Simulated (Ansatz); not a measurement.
A frame of BaZrBe₃F₁₂ from dynamics at 1900 K, with the forces (eV/Å) computed on a k mesh in the last three columns. The calculation used Ansatz 0.2.0, DFT PBE, scalar-relativistic, plane waves, PAW.

Cutoff 420 eV; k points 3×3×3 on the computed 17-atom cell (Γ-centred); Fermi–Dirac smearing, width 0.16 eV; no spin polarisation.

```xyz
17
Lattice="6.286 -0.072 0.090 -0.072 6.311 0.096 0.090 0.096 6.078" Properties=species:S:1:pos:R:3:forces:R:3 pbc="T T T"
Zr    4.578    5.055    5.426   -1.740    2.530    0.640
F     3.852    4.796    3.343    0.640    0.630    0.750
F     6.130    5.637    3.410   -0.790    0.000    0.770
F     2.414    4.622    5.931    1.790    0.260   -0.540
F     1.169    1.325    0.132   -0.120    0.320    0.430
F     1.703    0.785    2.347    0.140   -0.110    1.450
F     4.407    3.500    0.910   -0.710    2.080    0.180
F     5.413    1.318    1.837    0.270   -1.630    1.900
F     3.832    0.784    4.186    2.190   -1.780   -0.090
F     6.004    5.816    0.408   -1.010   -1.720   -0.760
F     3.638    5.894    1.273    0.820    0.730   -0.510
F     2.234    3.429    2.165    0.360    1.450   -0.770
F     5.331    3.441    4.884    0.260   -1.210   -1.090
Ba    1.326    2.881    4.365    1.370   -0.910   -0.750
Be    0.543    0.755    1.522    0.840    1.320   -2.940
Be    3.229    4.505    1.522   -1.980   -3.570    1.630
Be    4.876    6.285    2.935   -2.340    1.610   -0.300
```

Static pressure 1.2 GPa (no kinetic part), a gap on the mesh of 4.01 eV.

Counting as bonded all pairs within 1.2 times the summed covalent radii, but none from a metal cation to another cation:

```csv
atom → neighbour,mean count,mean length (Å),spread (Å)
Ba → F,5.00,2.54,0.21
Be → F,2.67,1.57,0.10
F → Ba,0.42,2.54,0.21
F → Be,0.67,1.57,0.10
F → Zr,0.67,2.24,0.22
Zr → F,8.00,2.24,0.22
```

Angles between all pairs of such bonds at an atom (mean ± spread): 106 ± 26° at Ba, 115 ± 17° at Be, 109 ± 26° at F, 100 ± 31° at Zr.

Spin-orbit coupling is left out, which matters for the bands of heavy elements. An odd mesh misses points on the zone edge, so a gap read on it can be too wide.

Cost: 1 run of about 0.35 core-minutes, on Intel Xeon 6975P-C (Granite Rapids) (shared hosts).